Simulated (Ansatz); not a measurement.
A generator proposed this cell of Si3Ge.

```xyz
4
Lattice="2.8477 0.0000 0.0000 0.0000 4.6185 0.0000 0.0000 0.0000 4.9324" Properties=species:S:1:pos:R:3 pbc="T T T"
Si    1.4239    0.0000    4.1103
Si    1.4239    2.3093    0.8221
Si    0.0000    2.3093    3.2883
Ge    0.0000    0.0000    1.6441
```

All numbers below come from DFT PBE, scalar-relativistic, plane waves, PAW (Ansatz). Plane waves to 420 eV, a k mesh through Γ of 6×4×4 on the computed 4-atom cell and Gaussian smearing (0.10 eV); no spin polarisation.

Formation energies are uncorrected and refer to the elements' standard structures at the same level.

Question: Estimate its pressure, forces and energy as it stands.

Answer: The pressure is -1.6 GPa (the mean over three directions, positive in compression), the largest force is 0.31 eV/Å, and the energy is +0.54 eV/atom against the elements. The shortest distance is 2.83 Å.

Question: How much does it gain on relaxing, and where does it end?

Answer: Relaxing gains about 0.20 eV/atom (the start's value is from the coarse mesh, so the gain is rough) in 21 ionic steps and ends at +0.34 eV/atom on the finer mesh. The symmetry goes from Pmm2 (No. 25) to Pmmm (No. 47). The volume per atom shrinks by 0.8 %, from 16.2 to 16.1 Å³. The shortest distance goes from 2.83 Å (Si–Ge and Si–Si) to 2.52 Å (Si–Ge and Si–Si). Conventional cell: a = 2.709 Å, b = 4.720 Å, c = 5.034 Å. Si on its first site has 2 Si at 2.52 Å, 2 Si at 2.71 Å and 4 Ge at 2.72 Å; Si on its second site is surrounded by 2 Si at 2.52 Å and 6 Si at 2.71–2.72 Å; Ge has 2 Si at 2.52 Å, 2 Ge at 2.71 Å and 4 Si at 2.72 Å; 1 more site not described.

The last run used a 16×10×10 mesh (in the run's order of axes) for its 4-atom cell and Gaussian smearing of 0.10 eV. The relaxation can't lower the symmetry of the start. Symmetry constrained the relaxation, so the result can be a saddle point. Another cell of Si3Ge relaxed alike, in P-4m2, lies 0.33 eV/atom lower, so this cell isn't the stable form at this level.
